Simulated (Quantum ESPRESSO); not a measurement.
**Band energies of W**

```
W
1.0
   -1.58516     1.58516     1.58516
    1.58516    -1.58516     1.58516
    1.58516     1.58516    -1.58516
W
1
Direct
  0.00000   0.00000   0.00000
```

PBEsol (Quantum ESPRESSO, PseudoDojo norm-conserving, 74 Ry, scalar-relativistic); path ΓHNΓPH,PN; energies in eV from the Fermi level.

```csv
k (1/Å),point,band 3,band 4,band 5,band 6,band 7,band 8,band 9,band 10
0.00,Γ,-37.77,-37.77,-9.66,-1.27,-1.27,-1.27,2.18,2.18
0.73,,-38.03,-38.03,-6.82,-1.24,-1.14,-1.14,0.19,3.35
1.46,,-38.51,-38.51,-4.98,-4.79,1.73,1.73,3.66,4.78
1.98,H,-38.66,-38.66,-5.84,-5.84,5.10,5.10,5.10,8.16
2.20,,-38.63,-38.61,-5.67,-5.63,3.74,3.85,5.15,8.12
2.95,,-38.29,-37.97,-5.41,-2.46,-1.94,0.43,5.64,5.86
3.38,N,-38.18,-37.77,-6.29,-3.58,0.65,2.08,3.05,6.08
3.71,,-38.13,-37.77,-6.28,-3.35,-0.78,2.12,2.82,4.53
4.46,,-37.82,-37.77,-9.03,-1.63,-1.38,-0.65,1.70,2.20
4.78,Γ,-37.77,-37.77,-9.66,-1.27,-1.27,-1.27,2.18,2.18
5.19,,-37.80,-37.80,-8.70,-1.74,-1.74,-0.12,1.91,1.91
5.90,,-38.05,-38.05,-4.44,-3.35,-3.35,2.67,2.67,6.62
6.50,P,-38.41,-38.41,-2.98,-2.98,-2.98,3.22,3.22,6.47
6.60,,-38.46,-38.30,-3.31,-2.84,-2.84,3.20,3.20,6.57
7.26,,-38.68,-37.96,-3.87,-3.16,-3.16,2.71,2.71,8.51
7.93,,-38.67,-38.55,-5.51,-5.51,2.47,4.42,4.42,9.03
8.22,H,-38.66,-38.66,-5.84,-5.84,5.10,5.10,5.10,8.16
8.22,P,-38.41,-38.41,-2.98,-2.98,-2.98,3.22,3.22,6.47
8.51,,-38.36,-38.12,-3.86,-3.50,-1.98,2.96,3.18,7.43
9.21,N,-38.18,-37.77,-6.29,-3.58,0.65,2.08,3.05,6.08
```

A metal at this level: along this path bands 7, 8, 9 cross the Fermi level.

Spin-orbit coupling is left out; for elements this heavy it splits bands near the Fermi level.

Geometry of the Materials Project entry, not relaxed at this level.
